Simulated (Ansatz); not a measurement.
Consider the following.

InMo3C:
```
CELL_PARAMETERS angstrom
      4.17240     0.00000     0.00000
      0.00000     4.17240     0.00000
      0.00000     0.00000     4.17240
ATOMIC_POSITIONS crystal
  In 0.00000 0.00000 0.00000
  Mo 0.00000 0.50000 0.50000
  Mo 0.50000 0.00000 0.50000
  Mo 0.50000 0.50000 0.00000
  C  0.50000 0.50000 0.50000
```

This is the PBEsol-relaxed structure.

Task: All from PBEsol in the plane-wave PAW code Ansatz, unless another level is named. Give the electronic character.

Result: metallic (no gap).

Task: Next, the density of states at the Fermi level?

Result: 0.76 states/eV per atom (mean over ±0.08 eV).

Task: Next, the formation energy from the elements (no fitted shifts)?

Result: 0.13 eV/atom.

Task: Next, the gap with spin–orbit coupling?

Result: none (metallic).

Space group Pm-3m (anti-perovskite). The start of the workflow was typed in or built on a structure type; neither database checked (COD, Materials Project) lists it. Whether it is the stable phase at ambient conditions was not checked. The PBEsol relaxation kept the symmetry of its start; whether a distortion lowers the energy is not shown. No spin polarisation was allowed. The references are the lowest solids computed at this level, not always the standard phases. Spin–orbit coupling is left out wherever it is not named.

Potentials: the earlier of the program's two PAW sets. The files were generated under PBE; for other functionals the program regenerates the frozen cores, and for LDA and PBEsol the local potential too.
